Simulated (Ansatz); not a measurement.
A strain series on C built on the lonsdaleite prototype with r2SCAN in Ansatz; the unstrained cell is the r2SCAN minimum. Calculated for a static, non-magnetic cell.

Input of the unstrained run:
```yaml
crystal:
  lattice:
    - [2.5031953718, 0.0, 0.0]
    - [-1.2515976859, 2.1678307826, 0.0]
    - [0.0, 0.0, 4.1688692921]
  atoms:
    - { symbol: C, position: [0.3333333333, 0.6666666667, 0.0002313166] }
    - { symbol: C, position: [0.6666666667, 0.3333333333, 0.5002313166] }
    - { symbol: C, position: [0.3333333333, 0.6666666667, 0.3747686834] }
    - { symbol: C, position: [0.6666666667, 0.3333333333, 0.8747686834] }
kpoints:
  mp_grid: { grid: [12, 12, 6] }
  band_path:
    path:
      - [0.0, 0.0, 0.0]
      - [0.5, 0.0, 0.0]
      - [0.3333333333, 0.3333333333, 0.0]
      - [0.0, 0.0, 0.5]
      - [0.5, 0.0, 0.5]
      - [0.3333333333, 0.3333333333, 0.5]
    npoints: 1
hamiltonian:
  xc: r2scan
scf:
  occupations: { method: fixed }
  n_extra_bands: 5
output:
  forces: true
  stress: true
  eigenvalues: true
```

Its main results, and the levels near the gap at the points of the path (eV from the Fermi energy, bands numbered from 0, names kept under strain):
```
Crystal: 4 atoms, lattice volume = 22.622 Å³
Basis set: ecut = 500 eV, 573 PW (Γ)
Symmetry: 24 space group operations
Space group: P63/mmc (ITA 194)
k-points: 76 of 864
Free energy (F): -1006.112737 eV
Fermi energy:    13.642908 eV
--- Stress (GPa, compression-positive) ---
        0.009666       0.000000       0.000000
        0.000000       0.009666       0.000000
        0.000000       0.000000      -0.001686
  P = ⅓ Tr σ = 0.0059 GPa (0.059 kbar)
```
```tsv
point	band_5	band_6	band_7	band_8	band_9	band_10
Γ	-0.499	0.000	0.000	5.241	5.241	5.621
M	-6.837	-6.220	-3.339	4.743	8.590	8.758
K	-7.574	-7.574	-7.387	3.596	12.321	12.321
A	-1.963	-1.963	-1.963	7.655	7.655	7.655
L	-5.402	-5.120	-5.120	6.208	6.208	6.840
H	-9.970	-4.563	-4.563	7.773	7.773	9.612
```

Isotropic +0.5 % on every length. The input changes in these blocks:
```yaml
crystal:
  lattice:
    - [2.5157113486, 0.0, 0.0]
    - [-1.2578556743, 2.1786699365, 0.0]
    - [0.0, 0.0, 4.1897136386]
  atoms:
    - { symbol: C, position: [0.3333333333, 0.6666666667, 0.0001745392] }
    - { symbol: C, position: [0.6666666667, 0.3333333333, 0.5001745392] }
    - { symbol: C, position: [0.3333333333, 0.6666666667, 0.3748254608] }
    - { symbol: C, position: [0.6666666667, 0.3333333333, 0.8748254608] }
```

```
Crystal: 4 atoms, lattice volume = 22.963 Å³
Basis set: ecut = 500 eV, 585 PW (Γ)
Symmetry: 24 space group operations
Space group: P63/mmc (ITA 194)
k-points: 76 of 864
Free energy (F): -1006.105676 eV
Fermi energy:    13.361637 eV
--- Stress (GPa, compression-positive) ---
       -6.525475       0.000000       0.000000
        0.000000      -6.525475       0.000000
        0.000000       0.000000      -6.622339
  P = ⅓ Tr σ = -6.5578 GPa (-65.578 kbar)
```
```tsv
point	band_5	band_6	band_7	band_8	band_9	band_10
Γ	-0.475	0.000	0.000	5.222	5.222	5.578
M	-6.735	-6.109	-3.291	4.708	8.569	8.712
K	-7.454	-7.454	-7.272	3.654	12.139	12.139
A	-1.931	-1.931	-1.931	7.602	7.602	7.602
L	-5.320	-5.045	-5.045	6.150	6.150	6.777
H	-9.814	-4.490	-4.490	7.663	7.663	9.579
```

r2SCAN: the gap goes from 3.596 to 3.654 eV (+0.058 eV); with r2SCAN the top three valence levels at Γ, grouped 2+1 from the top over 499 meV, become 2+1 over 475 meV.

Another run changes these blocks:
```yaml
crystal:
  lattice:
    - [2.5157113486, 0.0, 0.0]
    - [-1.2578556743, 2.1678307826, 0.0]
    - [0.0, 0.0, 4.1688692921]
  atoms:
    - { symbol: C, position: [0.333287838, 0.666575676, 0.0002188364] }
    - { symbol: C, position: [0.666712162, 0.333424324, 0.5002188364] }
    - { symbol: C, position: [0.333287838, 0.666575676, 0.3747811636] }
    - { symbol: C, position: [0.666712162, 0.333424324, 0.8747811636] }
output:
  forces: true
  stress: true
  eigenvalues: true
  write_density: true
  write_potential: true
  elf: true
  volumetric_format: npy
```

```
Crystal: 4 atoms, lattice volume = 22.735 Å³
Basis set: ecut = 500 eV, 573 PW (Γ)
Symmetry: 8 space group operations
Space group: Cmcm (ITA 63)
k-points: 172 of 864
Free energy (F): -1006.110572 eV
Fermi energy:    13.569208 eV
--- Stress (GPa, compression-positive) ---
       -6.116913       0.000000       0.000000
        0.000000      -0.452389       0.000000
        0.000000       0.000000      -0.038397
  P = ⅓ Tr σ = -2.2026 GPa (-22.026 kbar)
```
```tsv
point	band_5	band_6	band_7	band_8	band_9	band_10
Γ	-0.512	-0.034	0.000	5.145	5.220	5.659
M	-6.809	-6.215	-3.303	4.732	8.577	8.721
K	-7.586	-7.552	-7.342	3.599	12.290	12.340
A	-2.009	-1.968	-1.968	7.563	7.563	7.624
L	-5.373	-5.108	-5.108	6.196	6.196	6.833
H	-9.932	-4.547	-4.547	7.762	7.762	9.611
```

Question: Which strain is this, and what did it do?

Answer: Uniaxial +0.5 % along x, other directions held, atoms relaxed again. r2SCAN: the gap goes from 3.596 to 3.599 eV (+0.003 eV); with r2SCAN the top three valence levels at Γ, grouped 2+1 from the top over 499 meV, become 1+1+1 over 512 meV.

Another run changes these blocks:
```yaml
crystal:
  lattice:
    - [2.5031953718, 0.0625798843, 0.0]
    - [-1.1974019163, 2.1365408404, 0.0]
    - [0.0, 0.0, 4.1688692921]
  atoms:
    - { symbol: C, position: [0.3326927279, 0.6670336182, 0.000292076] }
    - { symbol: C, position: [0.6673072721, 0.3329663818, 0.500292076] }
    - { symbol: C, position: [0.3326927279, 0.6670336182, 0.374707924] }
    - { symbol: C, position: [0.6673072721, 0.3329663818, 0.874707924] }
kpoints:
  mp_grid: { grid: [12, 12, 6] }
  band_path:
    path:
      - [0.0, 0.0, 0.0]
      - [0.5, 0.0, 0.0]
      - [0.3333333333, 0.3333333333, 0.0]
      - [0.0, 0.0, 0.5]
      - [0.5, 0.0, 0.5]
      - [0.3333333333, 0.3333333333, 0.5]
      - [0.333333, 0.338542, 0.0]
    npoints: 1
output:
  forces: true
  stress: true
  eigenvalues: true
  write_density: true
  write_potential: true
  elf: true
  volumetric_format: npy
```

```
Crystal: 4 atoms, lattice volume = 22.608 Å³
Basis set: ecut = 500 eV, 571 PW (Γ)
Symmetry: 4 space group operations
Space group: P21/m (ITA 11)
k-points: 296 of 864
Free energy (F): -1006.011118 eV
Fermi energy:    13.839947 eV
--- Stress (GPa, compression-positive) ---
        0.920905     -28.757531       0.000000
      -28.757531       1.917682       0.000000
        0.000000       0.000000      -0.060897
  P = ⅓ Tr σ = 0.9259 GPa (9.259 kbar)
```
```tsv
point	band_5	band_6	band_7	band_8	band_9	band_10
Γ	-0.683	-0.353	0.000	4.522	5.354	5.416
M	-6.571	-6.334	-3.014	5.577	8.545	8.947
K	-7.929	-7.590	-7.571	3.408	11.898	12.175
A	-2.356	-1.930	-1.930	6.699	6.699	7.599
L	-5.463	-5.017	-5.017	6.448	6.448	6.976
H	-10.153	-4.754	-4.754	7.598	7.598	9.420
(1/3,0.339,0)	-7.861	-7.652	-7.573	3.406	11.960	12.058
```

Question: Which strain is this, and what did it do?

Answer: Xy shear, engineering strain (angle) +5.0 %, atoms relaxed again. r2SCAN: the gap goes from 3.596 to 3.406 eV (-0.190 eV); the edges go from Γ → K to Γ → (1/3, 0.339, 0); with r2SCAN the top three valence levels at Γ, grouped 2+1 from the top over 499 meV, become 1+1+1 over 683 meV.

Epitaxial -2.0 % in the xy plane, free normal strain +0.03 %. The input changes in these blocks:
```yaml
crystal:
  lattice:
    - [2.4531314643, 0.0, 0.0]
    - [-1.2265657322, 2.1244741669, 0.0]
    - [0.0, 0.0, 4.1702101686]
  atoms:
    - { symbol: C, position: [0.3333333333, 0.6666666667, 0.0004560205] }
    - { symbol: C, position: [0.6666666667, 0.3333333333, 0.5004560205] }
    - { symbol: C, position: [0.3333333333, 0.6666666667, 0.3745439795] }
    - { symbol: C, position: [0.6666666667, 0.3333333333, 0.8745439795] }
output:
  forces: true
  stress: true
  eigenvalues: true
  write_density: true
  write_potential: true
  elf: true
  volumetric_format: npy
```

```
Crystal: 4 atoms, lattice volume = 21.734 Å³
Basis set: ecut = 500 eV, 549 PW (Γ)
Symmetry: 24 space group operations
Space group: P63/mmc (ITA 194)
k-points: 76 of 864
Free energy (F): -1006.033312 eV
Fermi energy:    14.401819 eV
--- Stress (GPa, compression-positive) ---
       29.380165       0.000000       0.000000
        0.000000      29.380165       0.000000
        0.000000       0.000000      -0.017393
  P = ⅓ Tr σ = 19.5810 GPa (195.810 kbar)
```
```tsv
point	band_5	band_6	band_7	band_8	band_9	band_10
Γ	-0.595	0.000	0.000	5.139	5.556	5.556
M	-6.953	-6.434	-3.543	5.151	8.584	8.889
K	-7.900	-7.776	-7.776	3.398	12.219	12.219
A	-1.898	-1.898	-1.898	7.935	7.935	7.935
L	-5.544	-5.426	-5.426	6.569	6.569	6.652
H	-10.433	-4.861	-4.861	7.709	7.709	9.440
```

r2SCAN: the gap goes from 3.596 to 3.398 eV (-0.198 eV); with r2SCAN the top three valence levels at Γ, grouped 2+1 from the top over 499 meV, become 2+1 over 595 meV.

The splittings at Γ are without spin-orbit coupling, which regroups them where it is of like size or larger.
